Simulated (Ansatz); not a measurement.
# One run on MnBr₂ (P-3m1): total moment held at 2 μB

The calculation used Ansatz 0.2.0, DFT, PBEsol, all-electron LAPW, scalar-relativistic.

Command: `ansatz run input.yaml --threads 2 --pin off --max-ram 6144MiB --backend cpu --events-out ev --progress --plain --runs-dir out`

```yaml
crystal:
  lattice:
    - [3.82, 0.0, 0.0]
    - [-1.91, 3.3082170425, 0.0]
    - [0.0, 0.0, 6.19]
  atoms:
    - { symbol: Mn, position: [0.0, 0.0, 0.0], spin: 2.0 }
    - { symbol: Br, position: [0.3333333333, 0.6666666667, 0.25] }
    - { symbol: Br, position: [0.6666666667, 0.3333333333, 0.75] }
magnetization:
  spin_polarized: true
  initial_magnetization: 2.0
  spin_locking: { lock_magnetization: hard }
kpoints:
  mp_grid: { grid: [8, 8, 4] }
scf:
  occupations: { method: fermi_dirac, width: 0.03 }
  lower_state_search: "off"
hamiltonian:
  xc: pbesol
  pseudopotentials: { kind: all_electron, lapw: { basis_error: 0.001 } }
output:
  forces: true
  stress: true
  eigenvalues: false
```

Log:

```
settings of this run that can trade accuracy for cost: output.eigenvalues: false. Do not mix this run's numbers with those of runs without the same settings; the input reference describes each key
LAPW: plane waves up to 7.862 Å⁻¹, error target 1.0e-3 eV per atom; small_component_spin mean_spin; Mn in spheres of 1.385 Å, 15 of its electrons in bands, Dirac shells []; Br in spheres of 1.309 Å, 25 of its electrons in bands, Dirac shells [] (how accurate: hamiltonian.pseudopotentials.lapw.basis_error, Limitations)
Engine: ansatz 0.2.0
Pseudopotentials: kind: all_electron
Pseudopotential: Mn, LAPW, valence charge 15, lapw/all_electron/scalar/gaussian/Mn, Koelling and Harmon's equation, gaussian nucleus
Pseudopotential: Br, LAPW, valence charge 25, lapw/all_electron/scalar/gaussian/Br, Koelling and Harmon's equation, gaussian nucleus
Functional definition: PBEsol
  exchange = pbesol_x
  correlation = pbesol_c
Crystal: 3 atoms, lattice volume = 78.225 Å³
Basis set: ecut = 235.47147834321368 eV, 627 PW (Γ), exchange–correlation at level 2
Bands: 41, of which v1, the nominal top of the filled ones, is band 33 counted from 1 (32 counted from 0)
Symmetry: 12 space group operations
Space group: P-3m1 (ITA 164), of the structure as read, at distance tolerance 4.3e-5 Å
Magnetic group: BNS 164.85 (UNI 1315), of the structure as read, at distance tolerance 4.3e-5 Å
k-points: 35 of 256
Non-local potential: Mn, projectors of the file, none
Non-local potential: Br, projectors of the file, none
Initial density: superposition of atomic densities (chi_scale 0.1, normalization cell, long waves kept (reshape's long-wave potential 0.31 eV rms))
Starting moments: Σ|m| = 2 μB on 1 of 3 sites
Initial wavefunctions: plane waves of lowest kinetic energy (no species holds an atomic orbital)
Functional: x = pbesol(κ = 0.804, μ = 0.12345679012345678), c = pbesol(β = 0.046)
iter 1 solved again at ethr=3.10e-3 eV; its pass at ethr=1.00e-1 eV (dr2=2.01e0 eV) is discarded
SCF iter   1: F=—  HF=-173255.528095 eV  |F-HF|=—  |Δ(HF+E_count)|=         —  Δρ=1.76e-2 (↑1.76e-2 ↓9.66e-3)  dr2=2.01e0  dr2_m=1.61e-2  M=2.000 μB ∫|m|=2.348 μB  β_m=0.30  ethr=3.10e-3  ⟨swp⟩=2.0  Hψ=18204  notcnv=0
preconditioner: auto → none  [metal: Δε(μ)=0.010 eV  Ē_g=10.064 eV  σ=0.030 eV  W_gap=0.08  n_scr=22 (ndim 8)  ℏωp=19.2 eV  f_vac=0.180  D(μ)=8.49/eV (n_scr^D=110)  sad-step TF]
SCF iter   2: F=—  HF=-173255.322717 eV  |F-HF|=—  |Δ(HF+E_count)|=   2.05e-1  Δρ=8.95e-3 (↑6.84e-3 ↓8.95e-3)  dr2=2.66e-1  dr2_m=2.28e-3  M=2.000 μB ∫|m|=2.180 μB  β_m=0.25  ethr=3.10e-3  ⟨swp⟩=2.4  Hψ=8855  notcnv=0
SCF iter   3: F=—  HF=-173255.012923 eV  |F-HF|=—  |Δ(HF+E_count)|=   3.10e-1  Δρ=4.49e-3 (↑3.02e-3 ↓4.49e-3)  dr2=3.25e-2  dr2_m=3.53e-3  M=2.000 μB ∫|m|=2.250 μB  β_m=0.34  ethr=4.09e-4  ⟨swp⟩=2.5  Hψ=8878  notcnv=0
[...]
the basis was enlarged: its passes take 1.5 MiB over the memory plan, 2 of 2 planned eigensolver slots
[...]
SCF iter  15: F=—  HF=-173255.083373 eV  |F-HF|=—  |Δ(HF+E_count)|=   6.36e-6  Δρ=1.50e-5 (↑8.21e-6 ↓1.50e-5)  dr2=6.08e-7  dr2_m=3.56e-8  M=2.000 μB ∫|m|=2.245 μB  β_m=0.83  ethr=5.96e-9  ⟨swp⟩=2.0  Hψ=8290  notcnv=0
SCF iter  16: F=—  HF=-173255.083376 eV  |F-HF|=—  |Δ(HF+E_count)|=   3.46e-6  Δρ=3.42e-6 (↑3.42e-6 ↓2.50e-6)  dr2=3.89e-8  dr2_m=9.53e-10  M=2.000 μB ∫|m|=2.245 μB  β_m=0.77  ethr=9.35e-10  ⟨swp⟩=3.0  Hψ=8927  notcnv=0
iter 17 did not close the SCF: its close was put off for a basis of augmented plane waves that was refined there (scf_convergence_deferred on its scf_iter line)
SCF iter  17: F=-173255.083376 eV  HF=-173255.083376 eV  |F-HF|=1.59e-8  |Δ(HF+E_count)|=   1.80e-8  Δρ=8.84e-7 (↑7.20e-7 ↓8.84e-7)  dr2=2.12e-9  dr2_m=2.21e-10  M=2.000 μB ∫|m|=2.245 μB  β_m=0.66  ethr=5.98e-11  ⟨swp⟩=3.0  Hψ=8740  notcnv=0
SCF iter  18: F=—  HF=-173255.083416 eV  |F-HF|=—  |Δ(HF+E_count)|=         —  Δρ=7.96e-7 (↑6.57e-7 ↓7.96e-7)  dr2=4.82e-9  dr2_m=5.97e-11  M=2.000 μB ∫|m|=2.245 μB  β_m=0.66  ethr=6.24e-12 (applied; sched 3.26e-12)  ⟨swp⟩=3.0  Hψ=8530  notcnv=0
the basis was enlarged: its passes take 2.2 MiB over the memory plan, 2 of 2 planned eigensolver slots
SCF iter  19: F=-173255.083416 eV  HF=-173255.083416 eV  |F-HF|=2.38e-8  |Δ(HF+E_count)|=   1.68e-7  Δρ=1.70e-7 (↑1.59e-7 ↓1.70e-7)  dr2=1.69e-11  dr2_m=1.49e-11  M=2.000 μB ∫|m|=2.245 μB  ethr=6.09e-12 (applied; sched 3.26e-12)  ⟨swp⟩=3.0  Hψ=8423  notcnv=0
SCF 1 converged in 19 iterations: F = -173255.083416 eV  dr2 = 1.69e-11
SCF converged after 19 iterations
Stability checked in part: among states of this total moment the steps that led to this state did not find it unstable. No probe was made; neither looks for a lower state of another moment (fixed_total_moment; see scf.lower_state_search)
Magnetization: 2.0000 μB (33.5000 up, 31.5000 down)
Absolute magnetization: 2.2451 μB (∫|ρ↑−ρ↓|)
Spin contamination: 0.3247 ħ² per cell (⟨S²⟩ above its minimum at these occupations)
Per-site moments (μB) at R_I (Å): [(2.0575298624748424, 1.3847856288458027), (-0.04891494470808411, 1.3094469830616107), (-0.04891494470808411, 1.3094469830616107)]
Free energy (F): -173255.083416 eV
Harris-Foulkes:  -173255.083416 eV  (|F-HF|=2.38e-8)
Internal energy: -173255.064582 eV  (E = F + TS)
E sigma→0 (E₀):  -173255.073999 eV
Entropy (-TS):   -0.018834 eV (-6.278 meV/atom)
Fermi energy:    7.729839 (↑ 7.398793, ↓ 8.060885) eV
--- Per-component energies (eV) ---
  E_band       = -4248.417910
  E_kinetic    = 177186.927953
  E_xc         = -6317.542182
  E_electrostatic = -344124.450353  (all electrons and nuclei)
  E_smearing   = -0.018834  (= −TS)
  E_closure    = 0.000000  (closes the sum)
  E_atoms      = -173241.223434  (free atoms, spherical and without spin; not in F)
  Σ components = -173255.083416   (vs F -173255.083416, Δ=0.00e0)
  Basis errors (estimates in eV, not in F): energy 4.9e-4 per atom: plane waves 4.4e-4 (2.5e-4 summed), levels above the bands 4.7e-106, relativity 2.7e-8, radial functions 4.6e-5, core shells 1.1e-9; eigenvalues (radial functions only) 1.7e-6; not estimated: angular momenta, meshes, grids; target (lapw.basis_error) 1.0e-3; muffin-tin radii Mn 1.385 Å, Br 1.309 Å
--- Forces (eV/Å), atoms counted from 1 ---
  atom   1  Mn     0.00000000     0.00000000     0.00000000
  atom   2  Br    -0.00000000    -0.00000000    -1.34585203
  atom   3  Br     0.00000000     0.00000000     1.34585203
  max |Σ_I F_I| component: 2.31e-18 eV/Å
--- Stress (GPa, compression-positive) ---
       -8.732083       0.000000      -0.000000
        0.000000      -8.732083       0.000000
       -0.000000       0.000000      -8.195425
  P = ⅓ Tr σ = -8.5532 GPa (-85.532 kbar)
settings of this run that can trade accuracy for cost: output.eigenvalues: false. Do not mix this run's numbers with those of runs without the same settings; the input reference describes each key
```

Site moments (μB): Mn1 2.06, Br2 -0.05, Br3 -0.05. Cell moment 2.00 μB.

The magnetic group in the log treats spin as a scalar label, without spin–orbit coupling.

The Ansatz runs typed with the search for lower states off end where their start leads. None of this fixes the real material's magnetic order: only patterns that fit the cell were computed, at zero temperature, with a functional that can overstate moments.

It took 41 s on 2 threads of Arm Neoverse V1, on a shared host, peak memory 0.53 GiB.
